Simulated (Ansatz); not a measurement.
**MgMo, one cell by several methods**

```
Mg Mo
1.0
     1.38720   -0.80090    5.02252
     0.00000    1.60180    5.02252
    -1.38720   -0.80090    5.02252
Mg Mo
1 1
Direct
  0.00000 0.00000 0.00000
  0.50000 0.50000 0.50000
```

Atom numbers follow the list: Mg1, Mo2.

The structure comes from a relaxation in the same program, started in the L11 type. Whether it is a known phase or the ground state wasn't checked. The listed cell was then made from it by scaling, straining or moving an atom.

All numbers are computed: DFT, PBEsol, PAW with Ansatz's default frozen-core files, scalar-relativistic (Ansatz 0.2.0); DFT, PBEsol, all-electron LAPW, scalar-relativistic (Ansatz 0.2.0).

For PAW: a Γ-centred 13×13×13 k mesh, Fermi–Dirac smearing of 0.03 eV, cutoff 420 eV, no spin polarisation; the PAW files were made with PBE, and the program remakes their frozen cores for this functional. LAPW targets a basis error of 0.25 meV/atom. The Ansatz runs share mesh, smearing and spin set-up. Plane-wave (PAW) pressures include the program's estimate of the Pulay term.

Stress and pressure are positive in compression.

The change that made this cell: z strained by +3 % at fixed volume.

PAW results:

| quantity | PAW |
| --- | --- |
| pressure (GPa) | 0.99 |
| stress xx (GPa) | 4.65 |
| stress zz (GPa) | -6.32 |

What does all-electron LAPW give for the same quantities?


| quantity | LAPW |
| --- | --- |
| pressure (GPa) | 0.99 |
| stress xx (GPa) | 4.64 |
| stress zz (GPa) | -6.32 |
